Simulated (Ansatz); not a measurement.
Geometry optimisation in Ansatz: input, command and trajectory.

```yaml
crystal:
  lattice:
    - [0.0, 3.0431330613, 3.0431330613]
    - [3.0431330613, 0.0, 3.0431330613]
    - [3.0431330613, 3.0431330613, 0.0]
  atoms:
    - { symbol: Ta, position: [0.25, 0.25, 0.25] }
    - { symbol: Ta, position: [0.75, 0.75, 0.75] }
    - { symbol: In, position: [0.0, 0.0, 0.0] }
basis:
  ecutwfc: 500
kpoints:
  mp_grid: { grid: [6, 6, 6] }
hamiltonian:
  xc: r2scan
scf:
  occupations: { method: gaussian, width: 0.1 }
  lower_state_search: "off"
output:
  forces: true
  stress: true
  eigenvalues: true
relax:
  adjacent_minimum: "off"
  f_tol: 0.04
  max_steps: 70
  cell: { stress_tol: 0.4 }
```

```bash
ansatz run input.yaml --threads 1 --pin off --max-ram 2560MiB --backend cpu --events-out ev --progress --plain --runs-dir out
```

Theory: DFT r2SCAN, scalar-relativistic, plane waves, PAW (Ansatz).

Of 4 frames 4 are shown, positions in Å and forces in eV/Å; the SCF threshold varies from step to step. Steps run on the plane waves of an earlier cell, with a Pulay correction in the pressure. The basis is chosen afresh for the last frame, the zero of the energies, and at times for earlier ones too; energy and pressure step there, also at an unchanged geometry.

```xyz
3
Lattice="0.0000 3.0431 3.0431 3.0431 0.0000 3.0431 3.0431 3.0431 0.0000" Properties=species:S:1:pos:R:3:forces:R:3 pbc="T T T" step=1 free_energy_over_end_meV_per_atom=257.96 pressure_GPa=30.09
Ta    1.5216    1.5216    1.5216    0.0000    0.0000    0.0000
Ta    4.5647    4.5647    4.5647    0.0000    0.0000    0.0000
In    0.0000    0.0000    0.0000    0.0000    0.0000    0.0000
3
Lattice="0.0000 3.1915 3.1915 3.1915 0.0000 3.1915 3.1915 3.1915 0.0000" Properties=species:S:1:pos:R:3:forces:R:3 pbc="T T T" step=2 free_energy_over_end_meV_per_atom=2.26 pressure_GPa=1.69
Ta    1.5957    1.5957    1.5957    0.0000    0.0000    0.0000
Ta    4.7872    4.7872    4.7872    0.0000    0.0000    0.0000
In    0.0000    0.0000    0.0000    0.0000    0.0000    0.0000
3
Lattice="0.0000 3.2013 3.2013 3.2013 0.0000 3.2013 3.2013 3.2013 0.0000" Properties=species:S:1:pos:R:3:forces:R:3 pbc="T T T" step=3 free_energy_over_end_meV_per_atom=1.03 pressure_GPa=0.37
Ta    1.6006    1.6006    1.6006    0.0000    0.0000    0.0000
Ta    4.8019    4.8019    4.8019    0.0000    0.0000    0.0000
In    0.0000    0.0000    0.0000    0.0000    0.0000    0.0000
3
Lattice="0.0000 3.2013 3.2013 3.2013 0.0000 3.2013 3.2013 3.2013 0.0000" Properties=species:S:1:pos:R:3:forces:R:3 pbc="T T T" step=4 free_energy_over_end_meV_per_atom=0.00 pressure_GPa=0.40
Ta    1.6006    1.6006    1.6006    0.0000    0.0000    0.0000
Ta    4.8019    4.8019    4.8019    0.0000    0.0000    0.0000
In    0.0000    0.0000    0.0000    0.0000    0.0000    0.0000
```

The start puts this composition into another compound's structure type, which needn't suit it. At the end the space group is Fm-3m (tolerance 0.05 Å).

The run took 21 s on 1 thread of Arm Neoverse V1 (shared host), peak memory 0.54 GiB.

The k mesh is coarse. Spin–orbit coupling is left out, which can shift energies with elements as heavy as these.